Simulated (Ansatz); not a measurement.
NbAs:
```
CELL_PARAMETERS angstrom
     -1.70853     1.70853     5.76554
      1.70853    -1.70853     5.76554
      1.70853     1.70853    -5.76554
ATOMIC_POSITIONS crystal
  Nb 0.99926 0.99926 0.00000
  Nb 0.74926 0.24926 0.50000
  As 0.41774 0.41774 0.00000
  As 0.16774 0.66774 0.50000
```

Relaxed with LDA.

### Question
Which orbitals make up the states near the Fermi level in the program Ansatz at the LDA level (PAW)?

### Answer
Within 0.5 eV of the Fermi level: Nb 4d 84 %, As 4p 12 %. Projections are on Löwdin-orthogonalised atomic valence shells; empty p or d shells of many metals are not among them.

### Question
Tabulate the density of states.

### Answer
States/eV per cell of 4 atoms, in 0.25 eV bins, energy from the Fermi level.

```csv
E (eV),total,Nb 4d,As 4p,As 4s
-7.85,0.00,0.00,0.00,0.00
-7.60,0.00,0.00,0.00,0.00
-7.35,0.00,0.00,0.00,0.00
-7.10,0.00,0.00,0.00,0.00
-6.85,0.00,0.00,0.00,0.00
-6.60,0.00,0.00,0.00,0.00
-6.35,0.45,0.09,0.25,0.01
-6.10,1.15,0.28,0.64,0.03
-5.85,1.63,0.48,0.89,0.04
-5.60,2.13,0.68,1.18,0.04
-5.35,3.94,1.39,2.15,0.06
-5.10,2.70,0.98,1.45,0.05
-4.85,1.19,0.43,0.62,0.04
-4.60,1.55,0.51,0.89,0.05
-4.35,1.90,0.66,1.09,0.05
-4.10,2.66,0.97,1.46,0.06
-3.85,2.71,1.00,1.49,0.06
-3.60,2.86,1.15,1.51,0.06
-3.35,3.07,1.38,1.53,0.04
-3.10,2.80,1.27,1.40,0.03
-2.85,4.28,1.88,2.22,0.02
-2.60,3.88,1.82,1.91,0.02
-2.35,4.29,2.22,1.93,0.03
-2.10,2.40,1.38,0.93,0.01
-1.85,1.71,1.06,0.58,0.01
-1.60,1.20,0.84,0.31,0.01
-1.35,3.06,2.39,0.48,0.02
-1.10,3.51,2.89,0.35,0.03
-0.85,3.76,3.07,0.41,0.03
-0.60,3.67,2.94,0.49,0.03
-0.35,1.16,0.93,0.17,0.01
-0.10,0.32,0.27,0.04,0.00
0.15,0.97,0.86,0.08,0.00
0.40,1.74,1.50,0.18,0.01
0.65,1.79,1.53,0.20,0.01
0.90,2.03,1.76,0.19,0.02
1.15,2.60,2.27,0.21,0.03
1.40,2.79,2.36,0.27,0.05
1.65,2.64,2.20,0.26,0.07
1.90,2.88,2.27,0.37,0.11
2.15,3.50,2.76,0.45,0.13
2.40,3.86,3.03,0.45,0.19
2.65,4.00,2.79,0.69,0.26
2.90,4.31,2.96,0.76,0.33
3.15,3.19,1.97,0.73,0.29
3.40,2.88,1.64,0.67,0.35
3.65,4.13,2.30,1.01,0.49
3.90,3.20,1.68,0.88,0.31
```

Space group I4_1md. The cell was relaxed with LDA under the symmetry of its start. No spin polarisation was allowed. A small band overlap can be real or an error of a semilocal functional. Scalar-relativistic: spin–orbit coupling is off unless named, which matters more the heavier the elements.

Potentials: the earlier of the program's two PAW sets.
